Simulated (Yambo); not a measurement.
```
CELL_PARAMETERS angstrom
      2.60828     1.50589     4.44451
     -2.60828     1.50589     4.44451
      0.00000    -3.01178     4.44451
ATOMIC_POSITIONS crystal
  F  0.67162 0.84246 0.24225
  F  0.32838 0.15754 0.75775
  F  0.24225 0.67162 0.84246
  F  0.75775 0.32838 0.15754
  F  0.84246 0.24225 0.67162
  F  0.15754 0.75775 0.32838
  Mg 0.50000 0.50000 0.50000
  Ti 0.00000 0.00000 0.00000
```

The geometry is that of Materials Project entry mp-1399447, symmetrised and not relaxed again.

Problem. Where are the main features of Im ε from RPA with local fields on PBEsol bands (Yambo; 4×4×4 mesh, 92 bands, 3 Ry local-field block, 0.2 eV broadening; field along z)?

Solution. Peaks at 6.0 eV (1.5), 8.2 eV (1.2), 10.2 eV (3.6), 15.8 eV (0.8), 18.8 eV (1.0), heights in brackets. Peak heights and small wiggles depend on the k mesh. Convergence of the RPA response with its 4×4×4 mesh was not tested. No excitonic effects at this level. 

The structure is a Materials Project entry; no match was found in the copy of COD used, and its stability was not checked.
